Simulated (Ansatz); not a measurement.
A plane-wave DFT run in Ansatz 0.2.0 (scalar-relativistic PAW potentials unless the input names others): input and command.

```yaml
crystal:
  lattice:
    - [3.5824469763, 0.0, 0.0]
    - [0.0, 3.5824469763, 0.0]
    - [0.0, 0.0, 6.4929892035]
  atoms:
    - { symbol: P, position: [0.5, 0.5, 0.9727525114] }
    - { symbol: P, position: [0.0, 0.5, 0.3835301023] }
    - { symbol: P, position: [0.5, 0.0, 0.3835301023] }
    - { symbol: Os, position: [0.5, 0.5, 0.6005591286] }
    - { symbol: W, position: [0.0, 0.0, 0.1196281555] }
basis:
  ecutwfc: 420
kpoints:
  mp_grid: { grid: [10, 10, 6] }
hamiltonian:
  xc: pbe
scf:
  occupations: { method: gaussian, width: 0.1 }
output:
  forces: true
  eigenvalues: true
  stress: true
relax:
  adjacent_minimum: "off"
  f_tol: 0.02
  max_steps: 80
  cell: { stress_tol: 0.05 }
  max_displacement: 0.05
```

```bash
ansatz run input.yaml --threads 1 --pin off --max-ram 2560MiB --backend cpu --events-out ev --progress --plain --runs-dir out
```

Abridged log:
```
Basis set: ecut = 420 eV, 1609 PW (Γ), exchange–correlation on 48×48×90 points (8 copies of the dense FFT grid, shifted against one another)
Bands: 28, of which v1, the nominal top of the filled ones, is band 23 counted from 1 (22 counted from 0)
Symmetry: 8 space group operations
k-points: 84 of 600 (time reversal used)
SCF iter   1: F=—  HF=-24035.366028 eV  |F-HF|=—  |Δ(HF+E_count)|=         —  Δρ=8.14e-3  dr2=1.97e-1  ethr=1.77e-3  ⟨swp⟩=6.8  Hψ=11116  notcnv=0
SCF iter   2: F=—  HF=-24035.355474 eV  |F-HF|=—  |Δ(HF+E_count)|=   1.06e-2  Δρ=4.47e-3  dr2=6.43e-2  ethr=4.39e-4  ⟨swp⟩=1.0  Hψ=3024  notcnv=0
SCF iter   3: F=—  HF=-24035.349036 eV  |F-HF|=—  |Δ(HF+E_count)|=   6.44e-3  Δρ=9.84e-4  dr2=2.64e-3  ethr=1.43e-4  ⟨swp⟩=2.3  Hψ=3227  notcnv=0
SCF iter   4: F=—  HF=-24035.348765 eV  |F-HF|=—  |Δ(HF+E_count)|=   2.71e-4  Δρ=4.20e-4  dr2=2.92e-4  ethr=5.86e-6  ⟨swp⟩=2.3  Hψ=3293  notcnv=0
SCF iter   5: F=—  HF=-24035.348798 eV  |F-HF|=—  |Δ(HF+E_count)|=   3.35e-5  Δρ=1.43e-4  dr2=2.40e-5  ethr=6.49e-7  ⟨swp⟩=2.1  Hψ=3167  notcnv=0
SCF iter   6: F=—  HF=-24035.348769 eV  |F-HF|=—  |Δ(HF+E_count)|=   2.93e-5  Δρ=3.47e-5  dr2=1.19e-6  ethr=5.34e-8  ⟨swp⟩=2.0  Hψ=3296  notcnv=0  defer=1
SCF iter   7: F=-24035.348771 eV  HF=-24035.348771 eV  |F-HF|=8.59e-8  |Δ(HF+E_count)|=   1.72e-6  Δρ=9.18e-6  dr2=8.06e-8  ethr=2.22e-10  ⟨swp⟩=6.5  Hψ=12093  notcnv=0
SCF 1 converged in 7 iterations: F = -24035.348771 eV  dr2 = 8.06e-8
relax step   1: F+E_penalty+E_count = -24035.34877059 eV  Δ(F+E_penalty+E_count) = +0.000e0 eV  max|allowed force component| = 1.948e-1 eV/Å  Δτ_max = 0.0000 Å  P = +0.073 GPa  Ω = 83.331 Å³  (7 SCF iters, dr2 threshold 1.00e-7 eV, accepted)
Crystal: 5 atoms, lattice volume = 82.704 Å³
Basis set: ecut = 420 eV, 1589 PW (Γ), exchange–correlation on 48×48×90 points (8 copies of the dense FFT grid, shifted against one another)
Initial density: handed on by an earlier stage of this run
Initial wavefunctions: those handed on with the density
SCF iter   1: F=—  HF=-24035.364300 eV  |F-HF|=—  |Δ(HF+E_count)|=         —  Δρ=4.33e-3  dr2=3.56e-2  ethr=8.04e-5  ⟨swp⟩=1.1  Hψ=12698  notcnv=0
   ...
SCF iter   1: F=—  HF=-24035.366134 eV  |F-HF|=—  |Δ(HF+E_count)|=         —  Δρ=1.45e-4  dr2=6.09e-7  ethr=5.63e-7  ⟨swp⟩=3.2  Hψ=17174  notcnv=0
SCF iter   2: F=—  HF=-24035.366206 eV  |F-HF|=—  |Δ(HF+E_count)|=   7.16e-5  Δρ=7.39e-5  dr2=1.55e-7  ethr=1.35e-9  ⟨swp⟩=2.4  Hψ=4080  notcnv=0
SCF iter   3: F=—  HF=-24035.366235 eV  |F-HF|=—  |Δ(HF+E_count)|=   2.87e-5  Δρ=1.63e-6  dr2=7.79e-10  ethr=3.45e-10  ⟨swp⟩=2.3  Hψ=4268  notcnv=0
SCF iter   4: F=-24035.366235 eV  HF=-24035.366235 eV  |F-HF|=4.37e-11  |Δ(HF+E_count)|=   4.22e-9  Δρ=2.25e-7  dr2=2.87e-11  ethr=1.73e-12  ⟨swp⟩=2.2  Hψ=3608  notcnv=0
SCF iter   5: F=-24035.366235 eV  HF=-24035.366235 eV  |F-HF|=7.28e-12  |Δ(HF+E_count)|=  5.46e-11  Δρ=4.42e-8  dr2=3.18e-12  ethr=1.00e-12  ⟨swp⟩=1.0  Hψ=2352  notcnv=0
SCF iter   6: F=-24035.366235 eV  HF=-24035.366235 eV  |F-HF|=7.28e-12  |Δ(HF+E_count)|=  7.28e-12  Δρ=1.47e-8  dr2=3.58e-13  ethr=1.00e-12  ⟨swp⟩=1.0  Hψ=2352  notcnv=0
SCF iter   7: F=-24035.366235 eV  HF=-24035.366235 eV  |F-HF|=3.64e-12  |Δ(HF+E_count)|=  7.28e-12  Δρ=4.22e-9  dr2=2.69e-14  ethr=1.00e-12  ⟨swp⟩=1.0  Hψ=2352  notcnv=0
SCF iter   8: F=-24035.366235 eV  HF=-24035.366235 eV  |F-HF|=1.09e-11  |Δ(HF+E_count)|=  1.09e-11  Δρ=1.35e-9  dr2=2.57e-15  ethr=1.00e-12  ⟨swp⟩=1.9  Hψ=5776  notcnv=0
SCF 6 converged in 8 iterations: F = -24035.366235 eV  dr2 = 2.57e-15
SCF converged after 8 iterations
Free energy (F): -24035.366235 eV
Harris-Foulkes:  -24035.366235 eV  (|F-HF|=1.09e-11)
Internal energy: -24035.348036 eV  (E = F + TS)
E sigma→0 (E₀):  -24035.357135 eV
Entropy (-TS):   -0.018198 eV (-3.640 meV/atom)
Fermi energy:    14.357246 eV
--- Forces (eV/Å), atoms counted from 1 ---
  atom   1  P      0.00000000     0.00000000     0.00780922
  atom   2  P      0.00000000     0.00000000    -0.00211882
  atom   3  P      0.00000000     0.00000000    -0.00211882
  atom   4  Os     0.00000000     0.00000000    -0.00531270
  atom   5  W      0.00000000     0.00000000     0.00174109
--- Stress (GPa, compression-positive) ---
        0.025316       0.000000       0.000000
        0.000000       0.025316       0.000000
        0.000000       0.000000      -0.001616
  P = ⅓ Tr σ = 0.0163 GPa (0.163 kbar)
--- Relaxed structure (5 steps of the walk, 5 accepted, 1 SCFs on fresh bases) ---
  F+E_penalty+E_count = -24035.36623451 eV   max|allowed force component| = 7.809e-3 eV/Å   (the final SCF, on the basis selected at the relaxed cell)
  cell:  # Å, volume = 83.0417 Å³
    - [3.62436909, 0.0, 0.0]
    - [0.0, 3.62436909, 0.0]
    - [0.0, 0.0, 6.32166278]
  atoms:
    - { symbol: P, position: [0.50000000, 0.50000000, 0.98089587] }
    - { symbol: P, position: [0.0, 0.50000000, 0.38140587] }
    - { symbol: P, position: [0.50000000, 0.0, 0.38140587] }
    - { symbol: Os, position: [0.50000000, 0.50000000, 0.60268706] }
    - { symbol: W, position: [0.0, 0.0, 0.11360530] }
```

Apart from outputs and empty bands, the input differs from a reference run on usual settings in relax.f_tol: 0.01 → 0.02; relax.max_displacement: not typed → 0.05. The reference, at the same start, ended its own course with a relaxed volume of 16.61 Å³/atom, pressure 0.02 GPa, largest force 0.008 eV/Å, no gap on the mesh. This run converged in 39 SCF iterations over all its steps (reference: 39) with an energy at zero smearing within 0.01 meV/atom of the reference's, a relaxed volume of 16.61 Å³/atom, pressure 0.02 GPa, largest force 0.008 eV/Å, no gap on the mesh.

It took 99 s on 1 thread of Arm Neoverse V2 (shared host), peak memory 0.44 GiB.